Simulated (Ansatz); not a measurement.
## BaMgF₄, a database entry at a rescaled volume

```xyz
12
Lattice="4.0922 0.0000 0.0000 2.0461 -7.1912 0.0000 0.0000 0.0000 -5.7753" Properties=species:S:1:pos:R:3 pbc="T T T"
Ba    4.0922   -2.1335   -2.6695
Ba    2.0461   -5.0577   -5.5572
Mg    2.0461   -1.2313    0.0000
Mg    4.0922   -5.9599   -2.8877
F     2.0461   -2.8178   -1.1297
F     4.0922   -4.3734   -4.0173
F     2.0461   -2.3801   -4.2373
F     4.0922   -4.8110   -1.3497
F     2.0461   -0.3613   -1.7892
F     4.0922   -6.8299   -4.6768
F     4.0922   -1.1309   -0.0485
F     2.0461   -6.0603   -2.9362
```

The numbers come from plane-wave PAW DFT (Ansatz): r2SCAN, no spin polarisation, 500 eV, 7×7×5 Γ-centred k points, fermi-dirac occupations (width 0.1 eV). Nothing was relaxed.

Problem. What does the stress say?

Solution. The pressure is 2.1 GPa (compression positive), so with the atoms held at these fractions the cell would first expand.

Problem. What is the character of the valence top and the conduction bottom?

Solution. Within 0.7 eV of the edges, the states project mainly on F p (97 %) below the gap and on Ba s (49 %), Mg s (18 %) and F s (15 %) above it.

Problem. What do density and ELF say about some of the short contacts?

Solution. Mg–F at 1.92 Å: least valence density 0.34 e/Å³ and ELF 0.07 there, a closed-shell (ionic or weak) contact. Ba–F at 2.59 Å: least valence density 0.24 e/Å³ and ELF 0.08 there, a closed-shell (ionic or weak) contact. These are pseudo-fields; inside the PAW spheres they differ from the all-electron ones.

Problem. What is the band gap?

Solution. The gap is 8.14 eV, indirect (the least direct gap found is 8.18 eV). A semilocal functional usually gives too small a gap.

Problem. What is the formation energy?

Solution. -4.01 eV an atom against the elements' usual phases (free molecules for gases, crystals otherwise, with no correction for O₂ or N₂), so it is bound against them; other compounds may still compete. Relaxing would lower it.

Problem. Which atom feels the largest force, and which way?

Solution. The largest is on F7 (and as large on other atoms): 0.15 eV/Å, components (0.00, -0.14, 0.02). It makes 133° with the line to a nearest neighbour, Mg3 at 1.92 Å.

Origin: a database entry at a rescaled volume.
